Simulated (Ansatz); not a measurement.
InSb:
```xyz
6
Lattice="4.6375 0.0000 0.0000 -2.3188 4.0162 0.0000 0.0000 0.0000 10.1818" Properties=species:S:1:pos:R:3 pbc="T T T"
In    -1.1584     2.0065     6.7879
In     1.1603     2.0097     0.0000
In     2.3169     0.0000     3.3939
Sb    -1.1588     2.0072     1.6970
Sb     1.1599     2.0090     5.0909
Sb     2.3177     0.0000     8.4848
```

Relaxed with r²SCAN.

Map the electron localisation function on the plane through (0.000, 0.500, 0.667) spanned by u = [1, 0, 0] and v = [0, 0, 1] in lattice vectors, from plane-wave PAW r²SCAN (Ansatz code).

x is the fraction of u, y of v (the angle between them is 90°; rows are the nearest grid lines); atoms in the plane: In at (0.00, 0.00), In at (0.50, 0.33), Sb at (1.00, 0.50), Sb at (0.50, 0.83).
```
y \ x   0.000  0.0870  0.174  0.261  0.348  0.435  0.565  0.652  0.739  0.826  0.913   1.00
------  -----  ------  -----  -----  -----  -----  -----  -----  -----  -----  -----  -----
1.00    0.021   0.021  0.239  0.238  0.369  0.358  0.357  0.368  0.238  0.239  0.021  0.021
0.925   0.227   0.241  0.251  0.615  0.582  0.417  0.417  0.582  0.615  0.251  0.241  0.227
0.850   0.228   0.327  0.583  0.515  0.257  0.040  0.040  0.257  0.516  0.582  0.326  0.228
0.775   0.038   0.091  0.347  0.483  0.385  0.212  0.212  0.385  0.483  0.347  0.091  0.038
0.700   0.098   0.084  0.090  0.210  0.427  0.523  0.523  0.427  0.211  0.090  0.084  0.098
0.625   0.521   0.522  0.433  0.203  0.080  0.067  0.067  0.081  0.204  0.433  0.522  0.521
0.550   0.097   0.200  0.396  0.493  0.307  0.078  0.078  0.307  0.493  0.396  0.199  0.097
0.450   0.097   0.194  0.436  0.661  0.438  0.232  0.232  0.438  0.661  0.435  0.194  0.097
0.375   0.521   0.581  0.607  0.287  0.229  0.072  0.071  0.229  0.288  0.607  0.581  0.521
0.300   0.098   0.132  0.224  0.225  0.244  0.036  0.036  0.244  0.225  0.224  0.132  0.098
0.225   0.038   0.051  0.106  0.208  0.233  0.219  0.219  0.233  0.208  0.107  0.051  0.038
0.150   0.228   0.221  0.187  0.142  0.119  0.114  0.115  0.120  0.144  0.188  0.221  0.228
0.0750  0.227   0.259  0.233  0.219  0.107  0.041  0.041  0.108  0.220  0.233  0.259  0.227
0.000   0.021   0.021  0.239  0.238  0.369  0.358  0.357  0.368  0.238  0.239  0.021  0.021
```

The density is the valence pseudo-density with augmentation charge, so density and ELF within about 1 Å of a nucleus are not all-electron values.

Space group P6_422. The start of the workflow was typed in or built on a structure type; neither database checked (COD, Materials Project) lists it. It is not the phase usual at ambient conditions (space group No. 216). The r²SCAN relaxation kept the symmetry of its start; its stability against distortions is not shown here. Scalar-relativistic: spin–orbit coupling is off unless named, which matters more the heavier the elements.

Potentials: the earlier of the program's two PAW sets.
